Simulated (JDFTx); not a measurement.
An input for a modified build of JDFTx (C2H5O (SMILES [CH2]OC), charge 0, multiplicity 2, linear PCM (GLSSA13), chloroform, no salt; bohr, hartree) and the course of its log:

```
lattice \
  22.2042819644 0.0000000000 0.0000000000 \
  0.0000000000 17.9523981839 0.0000000000 \
  0.0000000000 0.0000000000 17.4799666528
coords-type Cartesian
ion C -2.1150767495 -0.3133145503 -0.0265619041 0
ion O 0.0301183983 -1.6960119491 -0.3539415982 0
ion C 2.3038926188 -0.3392664867 -0.2483940431 0
ion H -2.0622436779 1.6960119491 -0.3285004339 0
ion H -3.8143669595 -1.3771093129 -0.3153806478 0
ion H 2.3264694539 1.1985834726 -1.6362335604 0
ion H 2.6048105980 0.4670041715 1.6362335604 0
ion H 3.8143669595 -1.6715367519 -0.6709868402 0
ion-species pseudo/c_pbe_v1.2.upf
ion-species pseudo/o_pbe_v1.2.upf
ion-species pseudo/h_pbe_v1.4.upf
elec-cutoff 20 100
elec-ex-corr gga-PBE
symmetries none
elec-n-bands 10
spintype z-spin
elec-initial-magnetization 1 yes
electronic-scf nIterations 100 energyDiffThreshold 1e-8
fluid LinearPCM
pcm-variant GLSSA13
fluid-solvent CHCl3
fluid-minimize nIterations 400 knormThreshold 1e-11
wavefunction read s0.wfns 13
dump-name s6.$VAR
dump End State Ecomponents EigStats BandEigs Forces ElecDensity IonicPositions FluidDebug
```

```
[one cycle in 5 is shown, and the last three; fluid-solver lines are left out]
SCF: Cycle:  0   Etot: -27.934232116143960   dEtot: +2.448e+00   |Residual|: 4.981e-01   |deigs|: 6.378e-02
SCF: Cycle:  5   Etot: -30.378968629136843   dEtot: -4.025e-03   |Residual|: 6.024e-02   |deigs|: 1.055e-02
SCF: Cycle: 10   Etot: -28.825050821615942   dEtot: +1.556e+00   |Residual|: 4.071e-01   |deigs|: 5.791e-02
SCF: Cycle: 15   Etot: -30.148523114856374   dEtot: -2.650e-03   |Residual|: 2.337e-01   |deigs|: 4.636e-03
SCF: Cycle: 20   Etot: -30.199504670237474   dEtot: -4.712e-02   |Residual|: 9.357e-02   |deigs|: 4.897e-02
SCF: Cycle: 25   Etot: -30.377529390962614   dEtot: -2.451e-02   |Residual|: 5.161e-02   |deigs|: 5.090e-02
SCF: Cycle: 30   Etot: -30.381333372959340   dEtot: -6.661e-04   |Residual|: 5.049e-03   |deigs|: 3.413e-02
SCF: Cycle: 35   Etot: -29.436035450228811   dEtot: -6.217e-01   |Residual|: 3.603e-01   |deigs|: 3.398e-02
SCF: Cycle: 40   Etot: -28.558851519634260   dEtot: +7.872e-01   |Residual|: 4.575e-01   |deigs|: 4.805e-02
SCF: Cycle: 45   Etot: -30.369637518353819   dEtot: -1.716e-02   |Residual|: 1.013e-01   |deigs|: 1.477e-02
SCF: Cycle: 50   Etot: -30.145754587896157   dEtot: -1.130e+00   |Residual|: 2.120e-01   |deigs|: 8.755e-02
SCF: Cycle: 55   Etot: -30.168765514806427   dEtot: -5.583e-04   |Residual|: 2.262e-01   |deigs|: 2.976e-04
SCF: Cycle: 60   Etot: -30.341986545603785   dEtot: -8.323e-02   |Residual|: 1.198e-01   |deigs|: 1.848e-02
SCF: Cycle: 65   Etot: -30.380969112438343   dEtot: -4.621e-04   |Residual|: 2.547e-02   |deigs|: 4.457e-03
SCF: Cycle: 70   Etot: -30.379642950743090   dEtot: +9.114e-04   |Residual|: 8.521e-03   |deigs|: 1.149e-02
SCF: Cycle: 75   Etot: -28.090349015928531   dEtot: +2.052e+00   |Residual|: 5.408e-01   |deigs|: 6.008e-02
SCF: Cycle: 80   Etot: -30.087785262245106   dEtot: +1.750e-02   |Residual|: 2.415e-01   |deigs|: 1.622e-03
SCF: Cycle: 85   Etot: -30.223250950637148   dEtot: -1.184e-02   |Residual|: 3.383e-02   |deigs|: 9.717e-03
SCF: Cycle: 90   Etot: -30.376495971210716   dEtot: -1.149e-02   |Residual|: 7.081e-02   |deigs|: 2.876e-02
SCF: Cycle: 95   Etot: -30.381412306285029   dEtot: -9.265e-05   |Residual|: 1.157e-02   |deigs|: 1.595e-02
SCF: Cycle: 97   Etot: -28.523306638391677   dEtot: +1.858e+00   |Residual|: 4.755e-01   |deigs|: 5.776e-02
SCF: Cycle: 98   Etot: -30.096178703942755   dEtot: -1.573e+00   |Residual|: 2.437e-01   |deigs|: 8.412e-02
SCF: Cycle: 99   Etot: -30.129378929943186   dEtot: -3.320e-02   |Residual|: 2.362e-01   |deigs|: 3.876e-02
SCF: None of the convergence criteria satisfied after 100 iterations.
IonicMinimize: Iter:   0  Etot: -30.129378929943186  |grad|_K:  0.000e+00
IonicMinimize: Converged (|grad|_K<1.000000e-04).
```

This run gave no converged result. The electronic loop ended without meeting its threshold, so the last energy, chemical potential and forces aren't results.
